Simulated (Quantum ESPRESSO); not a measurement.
Ga2InAlP4, one run as intended and one with a planted mistake

A calculation, not a measurement. The program is pw.x of Quantum ESPRESSO 7.5 (plane-wave density functional theory). The cell is made up: 8 atoms on a zincblende/diamond lattice, with randomly drawn elements, strain and displacements, not relaxed. PseudoDojo standard norm-conserving files (v0.5 for PBE, v0.4.1 for LDA and PBEsol) set the functional; there is no spin polarisation, spin-orbit coupling or dispersion term, and the masses in the input are unused placeholders.

Intended input:

```
&control calculation='scf', pseudo_dir='./dojo.nc.sr.pbe.v0_5.standard.upf', outdir='./o', disk_io='medium', tprnfor=.true., tstress=.true. /
&system ibrav=0, nat=8, ntyp=4, nbnd=37, ecutwfc=79.96652505, nosym=.true., tot_charge=0,
 occupations='smearing', smearing='fd', degauss=0.0018374661
/
&electrons conv_thr=7.350e-09, electron_maxstep=60, /
ATOMIC_SPECIES
Al 1.0 Al.upf
Ga 1.0 Ga.upf
In 1.0 In.upf
P 1.0 P.upf
CELL_PARAMETERS angstrom
5.831 -0.0242 -0.0852
-0.0242 5.7595 -0.0416
-0.0852 -0.0416 5.8302
ATOMIC_POSITIONS angstrom
Ga -0.0377 0.0117 -0.0293
In -0.2172 2.8766 2.895
Al 2.8397 -0.0908 2.8547
Ga 2.8661 2.8994 -0.0916
P 1.3217 1.4815 1.4684
P 1.4953 4.288 4.4116
P 4.3189 1.3909 4.3224
P 4.372 4.3216 1.2344
K_POINTS automatic
4 4 4 1 1 1
```

The log is shortened where brackets say so; the opening notice, blank lines, dates and the lines on written files are dropped, and the path of the files is cut. It prints rydbergs, bohrs and kilobars, and counts compression as positive stress.

Log of the intended run:

```
     Program PWSCF v.7.5
     Parallel version (MPI & OpenMP), running on       1 processor cores
     Number of MPI processes:                 1
     Threads/MPI process:                     1
     [start-up lines left out]
     bravais-lattice index     =            0
     lattice parameter (alat)  =      11.0203  a.u.
     unit-cell volume          =    1320.9452 (a.u.)^3
     number of atoms/cell      =            8
     number of atomic types    =            4
     number of electrons       =        62.00
     number of Kohn-Sham states=           37
     kinetic-energy cutoff     =      79.9665  Ry
     charge density cutoff     =     319.8661  Ry
     scf convergence threshold =      7.3E-09
     mixing beta               =       0.7000
     number of iterations used =            8  plain     mixing
     Exchange-correlation= PBE
                           (   1   4   3   4   0   0   0)
     [axes and pseudopotential details left out]
   Cartesian axes
     site n.     atom                  positions (alat units)
         1        Ga     tau(   1) = (  -0.0064647   0.0020063  -0.0050243  )
         2        In     tau(   2) = (  -0.0372449   0.4932719   0.4964270  )
         3        Al     tau(   3) = (   0.4869443  -0.0155701   0.4895165  )
         4        Ga     tau(   4) = (   0.4914713   0.4971815  -0.0157073  )
         5        P      tau(   5) = (   0.2266417   0.2540438   0.2517974  )
         6        P      tau(   6) = (   0.2564101   0.7352950   0.7564897  )
         7        P      tau(   7) = (   0.7405937   0.2385079   0.7411939  )
         8        P      tau(   8) = (   0.7496991   0.7410567   0.2116717  )
     number of k points=    32  Fermi-Dirac smearing, width (Ry)=  0.0018
                       cart. coord. in units 2pi/alat
        k(    1) = (   0.1274132   0.1280249   0.1278070), wk =   0.0625000
        k(    2) = (   0.1310756   0.1298469   0.3779367), wk =   0.0625000
     [further k points left out]
     Dense  grid:   127661 G-vectors     FFT dimensions: (  64,  64,  64)
     Estimated max dynamical RAM per process >     168.92 MB
     Initial potential from superposition of free atoms
     starting charge      61.9877, renormalised to      62.0000
     Starting wfcs are   47 randomized atomic wfcs
     total cpu time spent up to now is       13.9 secs
     per-process dynamical memory:    98.8 Mb
     Self-consistent Calculation
     iteration #  1     ecut=    79.97 Ry     beta= 0.70
     Davidson diagonalization with overlap
     ethr =  1.00E-02,  avg # of iterations =  4.0
     Threshold (ethr) on eigenvalues was too large:
     Diagonalizing with lowered threshold
     Davidson diagonalization with overlap
     ethr =  5.39E-04,  avg # of iterations =  2.0
     total cpu time spent up to now is       69.5 secs
     total energy              =    -498.89990099 Ry
     estimated scf accuracy    <       0.33801796 Ry
     iteration #  2     ecut=    79.97 Ry     beta= 0.70
     Davidson diagonalization with overlap
     ethr =  5.45E-04,  avg # of iterations =  2.4
     total cpu time spent up to now is       95.6 secs
     total energy              =    -498.98637466 Ry
     estimated scf accuracy    <       0.09873740 Ry
     [iterations 3 to 8 left out]
     iteration #  9     ecut=    79.97 Ry     beta= 0.70
     Davidson diagonalization with overlap
     ethr =  8.31E-10,  avg # of iterations =  3.2
     total cpu time spent up to now is      305.6 secs
     total energy              =    -499.00451936 Ry
     estimated scf accuracy    <       0.00000001 Ry
     iteration # 10     ecut=    79.97 Ry     beta= 0.70
     Davidson diagonalization with overlap
     ethr =  1.98E-11,  avg # of iterations =  5.0
     total cpu time spent up to now is      342.3 secs
     End of self-consistent calculation
     [lines on levels left out]
!    total energy              =    -499.00451936 Ry
     estimated scf accuracy    <          6.7E-09 Ry
     smearing contrib. (-TS)   =      -0.00000000 Ry
     internal energy E=F+TS    =    -499.00451936 Ry
     The total energy is F=E-TS. E is the sum of the following terms:
     one-electron contribution =    -251.43712504 Ry
     hartree contribution      =     165.44016919 Ry
     xc contribution           =    -142.07977659 Ry
     ewald contribution        =    -270.92778693 Ry
     convergence has been achieved in  10 iterations
     Forces acting on atoms (cartesian axes, Ry/au):
     atom    1 type  2   force =     0.02699156    0.00889146    0.00447747
     atom    2 type  3   force =     0.03885947    0.01639826    0.01337574
     atom    3 type  1   force =     0.00603114    0.01935981   -0.00428155
     atom    4 type  2   force =     0.01152001   -0.02704050    0.02116781
     atom    5 type  4   force =     0.04788945   -0.03812786   -0.02692360
     atom    6 type  4   force =    -0.03128446    0.02722452   -0.02759602
     atom    7 type  4   force =    -0.05178248   -0.03322014    0.01437197
     atom    8 type  4   force =    -0.04822469    0.02651445    0.00540819
     Total force =     0.136125     Total SCF correction =     0.000224
     Computing stress (Cartesian axis) and pressure
          total   stress  (Ry/bohr**3)                   (kbar)     P=      -49.71
  -0.00037335  -0.00000800   0.00007577          -54.92       -1.18       11.15
  -0.00000800  -0.00030257  -0.00005561           -1.18      -44.51       -8.18
   0.00007577  -0.00005561  -0.00033788           11.15       -8.18      -49.70
     init_run     :     12.63s CPU     13.78s WALL (       1 calls)
     electrons    :    305.99s CPU    328.45s WALL (       1 calls)
     forces       :      4.00s CPU      4.07s WALL (       1 calls)
     stress       :     14.85s CPU     15.58s WALL (       1 calls)
     [timing details left out]
     PWSCF        :   5m37.68s CPU   6m 2.53s WALL
     JOB DONE.
```

A second run has one planted mistake: the cell has the wrong charge. The input lines that differ, file-writing options aside:

```
- &system ibrav=0, nat=8, ntyp=4, nbnd=37, ecutwfc=79.96652505, nosym=.true., tot_charge=0,
+ &system ibrav=0, nat=8, ntyp=4, nbnd=38, ecutwfc=79.96652505, nosym=.true., tot_charge=-1,
```

Its log:

```
     Program PWSCF v.7.5
     Parallel version (MPI & OpenMP), running on       1 processor cores
     Number of MPI processes:                 1
     Threads/MPI process:                     1
     [start-up lines left out]
     bravais-lattice index     =            0
     lattice parameter (alat)  =      11.0203  a.u.
     unit-cell volume          =    1320.9452 (a.u.)^3
     number of atoms/cell      =            8
     number of atomic types    =            4
     number of electrons       =        63.00
     number of Kohn-Sham states=           38
     kinetic-energy cutoff     =      79.9665  Ry
     charge density cutoff     =     319.8661  Ry
     scf convergence threshold =      7.3E-09
     mixing beta               =       0.7000
     number of iterations used =            8  plain     mixing
     Exchange-correlation= PBE
                           (   1   4   3   4   0   0   0)
     [axes and pseudopotential details left out]
   Cartesian axes
     site n.     atom                  positions (alat units)
         1        Ga     tau(   1) = (  -0.0064647   0.0020063  -0.0050243  )
         2        In     tau(   2) = (  -0.0372449   0.4932719   0.4964270  )
         3        Al     tau(   3) = (   0.4869443  -0.0155701   0.4895165  )
         4        Ga     tau(   4) = (   0.4914713   0.4971815  -0.0157073  )
         5        P      tau(   5) = (   0.2266417   0.2540438   0.2517974  )
         6        P      tau(   6) = (   0.2564101   0.7352950   0.7564897  )
         7        P      tau(   7) = (   0.7405937   0.2385079   0.7411939  )
         8        P      tau(   8) = (   0.7496991   0.7410567   0.2116717  )
     number of k points=    32  Fermi-Dirac smearing, width (Ry)=  0.0018
                       cart. coord. in units 2pi/alat
        k(    1) = (   0.1274132   0.1280249   0.1278070), wk =   0.0625000
        k(    2) = (   0.1310756   0.1298469   0.3779367), wk =   0.0625000
     [further k points left out]
     Dense  grid:   127661 G-vectors     FFT dimensions: (  64,  64,  64)
     Estimated max dynamical RAM per process >     170.15 MB
     Initial potential from superposition of free atoms
     starting charge      61.9877, renormalised to      63.0000
     Starting wfcs are   47 randomized atomic wfcs
     total cpu time spent up to now is       15.1 secs
     per-process dynamical memory:    99.0 Mb
     Self-consistent Calculation
     iteration #  1     ecut=    79.97 Ry     beta= 0.70
     Davidson diagonalization with overlap
     ethr =  1.00E-02,  avg # of iterations =  3.9
     total cpu time spent up to now is       46.2 secs
     total energy              =    -498.19653230 Ry
     estimated scf accuracy    <       0.65236788 Ry
     iteration #  2     ecut=    79.97 Ry     beta= 0.70
     Davidson diagonalization with overlap
     ethr =  1.04E-03,  avg # of iterations =  3.0
     total cpu time spent up to now is       78.0 secs
     total energy              =    -498.42584882 Ry
     estimated scf accuracy    <       0.29396716 Ry
     [iterations 3 to 9 left out]
     iteration # 10     ecut=    79.97 Ry     beta= 0.70
     Davidson diagonalization with overlap
     ethr =  8.87E-10,  avg # of iterations =  2.0
     total cpu time spent up to now is      353.1 secs
     total energy              =    -498.48494081 Ry
     estimated scf accuracy    <       0.00000003 Ry
     iteration # 11     ecut=    79.97 Ry     beta= 0.70
     Davidson diagonalization with overlap
     ethr =  5.09E-11,  avg # of iterations =  4.1
     total cpu time spent up to now is      399.3 secs
     End of self-consistent calculation
     [lines on levels left out]
!    total energy              =    -498.48494083 Ry
     estimated scf accuracy    <          4.3E-09 Ry
     smearing contrib. (-TS)   =      -0.00031806 Ry
     internal energy E=F+TS    =    -498.48462277 Ry
     The total energy is F=E-TS. E is the sum of the following terms:
     one-electron contribution =    -250.50922544 Ry
     hartree contribution      =     165.71784986 Ry
     xc contribution           =    -142.76546026 Ry
     ewald contribution        =    -270.92778693 Ry
     convergence has been achieved in  11 iterations
     Forces acting on atoms (cartesian axes, Ry/au):
     atom    1 type  2   force =     0.02066611    0.00152009    0.00073078
     atom    2 type  3   force =     0.03000581    0.01643548    0.01460145
     atom    3 type  1   force =     0.00487481    0.01076386   -0.00242563
     atom    4 type  2   force =     0.01126500   -0.02720882    0.01823938
     atom    5 type  4   force =     0.04762910   -0.03525080   -0.01989229
     atom    6 type  4   force =    -0.02332197    0.03222479   -0.02967516
     atom    7 type  4   force =    -0.04720057   -0.03052945    0.01111237
     atom    8 type  4   force =    -0.04391829    0.03204484    0.00730910
     Total force =     0.125783     Total SCF correction =     0.000236
     Computing stress (Cartesian axis) and pressure
          total   stress  (Ry/bohr**3)                   (kbar)     P=       53.00
   0.00032817  -0.00002550   0.00002027           48.27       -3.75        2.98
  -0.00002550   0.00037721  -0.00010988           -3.75       55.49      -16.16
   0.00002027  -0.00010988   0.00037543            2.98      -16.16       55.23
     init_run     :     13.26s CPU     14.98s WALL (       1 calls)
     electrons    :    366.81s CPU    384.24s WALL (       1 calls)
     forces       :      5.97s CPU      6.02s WALL (       1 calls)
     stress       :     19.79s CPU     19.90s WALL (       1 calls)
     [timing details left out]
     PWSCF        :   6m46.08s CPU   7m 5.63s WALL
     JOB DONE.
```

```
                                            intended run  run with the mistake
                          free energy (eV)     -6789.302             -6782.233
                    smearing term -TS (eV)        0.0000               -0.0043
                            pressure (GPa)         -4.97                  5.30
            largest force component (eV/Å)         1.331                 1.225
largest change of a force component (eV/Å)                               0.228
                                iterations            10                    11
```

For scale, a rerun of the intended cell at 1377 eV and a 6 x 6 x 6 mesh moved values by no more than 0.009 eV in energy, 0.02 GPa in stress and 0.002 eV/Å in force. The charged cell sits in a uniform background, so its energy and stress rest on the program's zero of potential. The number of bands, nbnd, was set by rule from the electron count and the smearing, so it follows the mistake.